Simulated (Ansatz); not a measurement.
Below is a relaxed structure of Co₂Si₆Ni. The cell was found from a structure generator's guess, not taken from experiment.

These are results of Ansatz, DFT PBE, scalar-relativistic, plane waves, PAW, not measurements. Cutoff 420 eV, Γ-centred mesh, Gaussian smearing, no spin polarisation.

```yaml
crystal:
  lattice:
    - [3.79374, 0.00000, 0.00000]
    - [-1.89687, 3.28547, 0.00000]
    - [0.00000, 0.00000, 9.34271]
  atoms:
    - { symbol: Co, position: [0.66667, 0.33333, 0.83232] }
    - { symbol: Co, position: [0.33333, 0.66667, 0.16768] }
    - { symbol: Si, position: [0.00000, 0.00000, 0.75502] }
    - { symbol: Si, position: [0.33333, 0.66667, 0.41231] }
    - { symbol: Si, position: [0.66667, 0.33333, 0.08125] }
    - { symbol: Si, position: [0.66667, 0.33333, 0.58769] }
    - { symbol: Si, position: [0.00000, 0.00000, 0.24498] }
    - { symbol: Si, position: [0.33333, 0.66667, 0.91875] }
    - { symbol: Ni, position: [0.00000, 0.00000, 0.50000] }
```

The zero of energy is the elements' standard structures at the same level; no fitted shifts are applied.

Problem. Find its symmetry and describe it.

Solution. P-3m1 (No. 164). Conventional cell: a = 3.794 Å, c = 9.343 Å. Around Co lie 8 Si at 2.29–2.33 Å; Si on its first site is surrounded by 3 Co at 2.31 Å, 1 Ni at 2.38 Å and 6 Si at 2.67–2.69 Å; Si on its second site is surrounded by 1 Co at 2.29 Å, 3 Ni at 2.34 Å and 6 Si at 2.69–2.74 Å; Ni has 8 Si at 2.34–2.38 Å; 1 more site not described.

Problem. What is its formation energy per atom?

Solution. −0.46 eV/atom. Whether it is stable depends on the other phases of the system, which aren't compared here.

Problem. Is it a metal?

Solution. Yes, bands cross the Fermi level on the 12×12×4 mesh.

The last run used a 12×12×4 mesh (in the run's order of axes) for its 9-atom cell and Gaussian smearing of 0.10 eV. Trial moments died out on the coarse mesh, so the last step has no spin; another magnetic start might hold. A later test with randomly moved atoms came back to the same energy, though modes that don't fit the test's cell weren't probed.
